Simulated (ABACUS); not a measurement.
A self-consistent single point of Ge (P6_3/mmc, 8 atoms in the cell; from Materials Project mp-1091415, changed as shown).

```
CELL_PARAMETERS angstrom
      3.83047     0.00000     0.00000
     -1.91524     3.31729     0.00000
      0.00000     0.00000    12.58929
ATOMIC_POSITIONS crystal
  Ge 0.00000 0.00000 0.40685
  Ge 0.00000 0.00000 0.59315
  Ge 0.00000 0.00000 0.90685
  Ge 0.00000 0.00000 0.09315
  Ge 0.33333 0.66667 0.34406
  Ge 0.66667 0.33333 0.65594
  Ge 0.66667 0.33333 0.84406
  Ge 0.33333 0.66667 0.15594
```

Level of theory: LDA (PW92), PseudoDojo 0.4 standard norm-conserving LDA (tails mended) pseudopotentials (plane waves; ABACUS 3.10.1).

ABACUS settings:

- KPT: Gamma 6 6 2 0 0 0
- basis_type: pw
- dft_functional: PWLDA
- ecutwfc: 78 Ry
- smearing_method: fd
- smearing_sigma: 0.00367493 Ry
- potentials: PseudoDojo 0.4 standard norm-conserving LDA (tails mended)
- symmetry: 1
- ks_solver: dav_subspace
- scf_nmax: 100
- scf_thr: 1.0e-09 Ry
- mixing_type: pulay

Q: Estimate, at this level of theory: gap on the k-point mesh and pressure.

A: The run gave:

```
Item                        Value
-----------------------  --------
Gap on the k-point mesh   0.24 eV
Pressure                 9.40 GPa
```

The gap is read on the k-point mesh of the run and can differ from the gap over the whole zone at this level.

For comparison: a first run was changed to give this one (lattice scaled by 0.98), and from it to this one the free energy goes up by 48.4 meV/atom, the pressure goes from 3.28 to 9.40 GPa and the largest force goes from 0.015 to 0.030 eV/Å.

The structure comes from a collection of computed structures, made at another level of theory; the collection holds predicted forms beside known ones. Its lattice was then scaled.

Cost on one core: around 6 core-minutes (rough).

“Tails mended”: in these copies of the files the far tail of each local potential was reset to the Coulomb form.
